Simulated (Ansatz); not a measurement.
Clamped-ion strain scan in Ta

All numbers below come from DFT PBEsol, scalar-relativistic, plane waves, PAW in Ansatz 0.2.0. Cutoff 420 eV, Γ-centred 20×20×20 k-points, Gaussian smearing of 0.15 eV. Spin–orbit coupling is left out, which can shift energies with elements as heavy as these. No spin polarisation. Energies are free energies at this smearing, counted from the undisturbed cell; pressure is positive in compression.

Zero of the scan (as given, not relaxed at this level; it stands at -3.8 GPa):

```
Ta
1.0
    -1.65128    1.65128    1.65128
     1.65128   -1.65128    1.65128
     1.65128    1.65128   -1.65128
Ta
1
Direct
  0.00000 0.00000 0.00000
```

The cell is strained by ε times the Voigt pattern (1, -1, 0, 0, 0, 0) (xx, yy, zz, yz, xz, xy; engineering shear) with fractional coordinates fixed. The cell is metallic on the mesh throughout.

| ε | ΔE (meV/atom) | stress summed along the pattern (GPa, tension positive) | pressure (GPa) |
| --- | --- | --- | --- |
| -0.0400 | 19.3 | -8.18 | -3.1 |
| -0.0200 | 5.2 | -4.61 | -3.6 |
| 0.0000 | 0.0 | 0.00 | -3.8 |
| 0.0050 | ? | 1.24 | ? |
| 0.0100 | 1.3 | 2.43 | -3.7 |
| 0.0150 | 3.0 | 3.56 | -3.7 |
| 0.0250 | 8.0 | 5.60 | -3.5 |
| 0.0300 | ? | 6.53 | ? |
| 0.0350 | 15.1 | 7.40 | -3.2 |

By symmetry 0.0400 repeats -0.0400, -0.0300 repeats 0.0300, 0.0200 repeats -0.0200, -0.0100 repeats 0.0100 in energy; the slope of the energy along the path changes sign there.

Q: Give the withheld values.

A: ΔE (meV/atom) at ε = 0.0050: 0.3; pressure (GPa) at ε = 0.0050: -3.8; ΔE (meV/atom) at ε = 0.0300: 11.3; pressure (GPa) at ε = 0.0300: -3.4.